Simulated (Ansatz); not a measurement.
Mg3SnO (anti-perovskite, space group No. 221) at seven volumes, DFT-PBE in the program Ansatz with PAW potentials, scaled uniformly. One row is withheld.

```
V (Å³/atom)  P (GPa)
-----------  -------
15.412          8.11
15.920          4.98
16.428          2.30
16.936          0.00
17.444         -1.96
17.952         -3.63
18.460             ?
```

Problem. Fit the shown pressures and predict the withheld one.

Solution. Third-order Birch–Murnaghan: P = (3/2)B₀(x^(7/2) − x^(5/2))[1 + (3/4)(B′ − 4)(x − 1)] with x = (V₀/V)^(2/3). Least squares on the six rows gives V₀ = 16.937 Å³/atom, B₀ = 70.54 GPa, B′ = 4.18. At V = 18.460, x = 0.9442 and P = -5.08 GPa. The run itself gave -5.05 GPa.

Space group Pm-3m (anti-perovskite). The start of the workflow was typed in or built on a structure type; neither database checked (COD, Materials Project) lists it. Its standing as an ambient phase is unchecked. The cell was relaxed with PBE under the symmetry of its start; its stability against distortions is not shown here. Spin–orbit coupling is left out wherever it is not named.

Potentials: the later of the program's two PAW sets.
